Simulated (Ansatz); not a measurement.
Values for one crystal, relaxed and computed with DFT-PBE in the program Ansatz with PAW potentials; other levels are named.

- Volume per atom = 13.20 Å³
- Electronic character = metallic (no gap)
- Gap with spin–orbit coupling = none (metallic)
- Density of states at the Fermi level = 0.15 states/eV per atom (mean over ±0.08 eV)
- Pressure derivative B′ = 4.9
- Formation energy from the elements (no fitted shifts) = -0.12 eV/atom
- Bulk modulus (Birch–Murnaghan fit) = 221 GPa

### Question
Pick the material that matches.
A. MgTi3N, anti-perovskite
B. TiC, P6_3/mmc (Ti on 2c, C on 2d)
C. GaRh3C, anti-perovskite
D. ScPd3C, anti-perovskite

### Answer
C, GaRh3C, anti-perovskite

Space group Pm-3m (anti-perovskite). The start of the workflow was typed in or built on a structure type; neither database checked (COD, Materials Project) lists it. Its standing as an ambient phase is unchecked. Symmetry was held in the PBE relaxation; its stability against distortions is not shown here. No spin polarisation was allowed. The references are the lowest solids computed at this level, not always the standard phases. Spin–orbit coupling is left out wherever it is not named.

Potentials: the earlier of the program's two PAW sets.
